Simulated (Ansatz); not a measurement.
TlBr:
```cif
data_BrTl
_chemical_formula_sum 'Br1 Tl1'
_space_group_name_H-M_alt 'P 1'
_space_group_IT_number 1
_cell_length_a 5.30603
_cell_length_b 5.30603
_cell_length_c 5.30603
_cell_angle_alpha 60.000
_cell_angle_beta 60.000
_cell_angle_gamma 60.000
loop_
_space_group_symop_operation_xyz
  'x, y, z'
loop_
_atom_site_label
_atom_site_type_symbol
_atom_site_fract_x
_atom_site_fract_y
_atom_site_fract_z
_atom_site_occupancy
Br1 Br 0.75000 0.75000 0.75000 1
Tl1 Tl 0.00000 0.00000 0.00000 1
```

Relaxed with PBE.

Give the optical modes at the zone centre with their infrared and Raman activity from DFPT, plane-wave PAW PBE (Ansatz code).

Transverse frequencies, without the LO–TO term; a row sums one degenerate level.

```
ω (cm⁻¹)  degeneracy  IR ((D/Å)²/amu)  Raman (Å⁴/amu)  activity  symmetry
--------  ----------  ---------------  --------------  --------  --------
69                 3             2.58             100  IR+Raman        T2
```

How high does the top mode go among those that the LO–TO term moves?

102 cm⁻¹ for q along x.

Space group F-43m (zinc blende). The cell is a constructed one: a structure type filled with these elements; neither database checked (COD, Materials Project) lists it. COD files the formula under space group No. 221, so this cell is another polymorph or a model. Its standing as an ambient phase is unchecked. The PBE relaxation kept the symmetry of its start; phonons on a q-mesh show no instability. Spin–orbit coupling is left out wherever it is not named.

Potentials: the later of the program's two PAW sets.
